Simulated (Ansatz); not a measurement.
Does this entry for V2O5 lie near equilibrium?

The cell is a structure deposited in the COD, atoms as given.

Space group Pmn2_1 (No. 31); a = 11.4800, b = 4.3600, c = 3.5550 Å.

| site | Wyckoff | site symmetry | x | y | z |
| --- | --- | --- | --- | --- | --- |
| V | 4b | 1 | 0.1460 | 0.0900 | 0.0000 |
| O5 | 4b | 1 | 0.1550 | 0.4500 | 0.9200 |
| O9 | 2a | m.. | 0.5000 | 0.8300 | 0.6100 |
| O11 | 4b | 1 | 0.1950 | 0.0400 | 0.4600 |

One atom of each set is listed.

Method: Kohn–Sham DFT in Ansatz, PBE, plane waves and PAW (field gradients read without the response of the frozen cores, which leaves them typically 4 to 6 % off), scalar-relativistic, 420 eV cutoff, Γ-centred 2×5×6 k-points, Fermi–Dirac smearing 0.02 eV.

Q: Do the atoms and the cell lie near the calculated equilibrium?

A: No. The largest force is 3.8 eV/Å, on atom 9 (O: 2 V at 1.76 Å, angle 145°), and the pressure is 14.9 GPa, with principal stresses up to 27 GPa in size. Such values can come from a cell under pressure, imprecise or misplaced coordinates, missing atoms or a wrong setting of the space group; the run alone doesn't tell which, and gradients calculated on this entry can't be taken for those of the compound at ambient conditions.
